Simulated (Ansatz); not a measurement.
## Clamped-ion strain scan in Al

Computed with DFT LDA, scalar-relativistic, plane waves, PAW in Ansatz 0.2.0. The runs took a 420 eV cutoff, a Γ-centred 20×20×20 mesh and Gaussian smearing (0.15 eV). No spin polarisation. Energies are free energies at this smearing, counted from the undisturbed cell; pressure is positive in compression.

The undisturbed cell (as given, not relaxed at this level; it stands at 0.4 GPa; this bcc form isn't the usual structure):

```
Al
1.0
    -1.59122    1.59122    1.59122
     1.59122   -1.59122    1.59122
     1.59122    1.59122   -1.59122
Al
1
Direct
  0.00000 0.00000 0.00000
```

The cell is strained by ε times the Voigt pattern (0, 0, 0, 1, 0, 0) (xx, yy, zz, yz, xz, xy; engineering shear) with fractional coordinates fixed. The cell is metallic on the mesh throughout.

```
      ε  ΔE (meV/atom)
-0.1000           22.8
-0.0500            5.3
 0.0000            0.0
 0.0750           12.5
```

**Question.** Predict the pressure (GPa) at each point.

**Answer.**
| ε | pressure (GPa) |
| --- | --- |
| -0.1000 | 1.5 |
| -0.0500 | 0.7 |
| 0.0000 | 0.4 |
| 0.0750 | 1.0 |